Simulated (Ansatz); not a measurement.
Data:

InP:
```yaml
crystal:
  lattice:
    - [3.38718, 0.00000, 0.00000]
    - [0.00000, 3.38718, 0.00000]
    - [0.00000, 0.00000, 3.38718]
  atoms:
    - { symbol: In, position: [0.00000, 0.00000, 0.00000] }
    - { symbol: P, position: [0.50000, 0.50000, 0.50000] }
```

This is the PBEsol-relaxed structure.

Problem. All from the program Ansatz at the PBEsol level (PAW), unless another level is named. Estimate the electronic character.

Solution. metallic (no gap).

Problem. Predict the formation energy from the elements (no fitted shifts).

Solution. 0.31 eV/atom.

Problem. What about the density of states at the Fermi level?

Solution. 0.57 states/eV per atom (mean over ±0.08 eV).

Problem. And the gap with spin–orbit coupling?

Solution. none (metallic).

Space group Pm-3m (CsCl type). A made-up cell: these elements were put on the sites of a structure type; neither database checked (COD, Materials Project) lists it. It is not the phase usual at ambient conditions (space group No. 216). The cell was relaxed with PBEsol under the symmetry of its start; of distortions, only those at the zone centre were tested. The references are the lowest solids computed at this level, not always the standard phases. Scalar-relativistic: spin–orbit coupling is off unless named, which matters more the heavier the elements.

Potentials: the later of the program's two PAW sets.
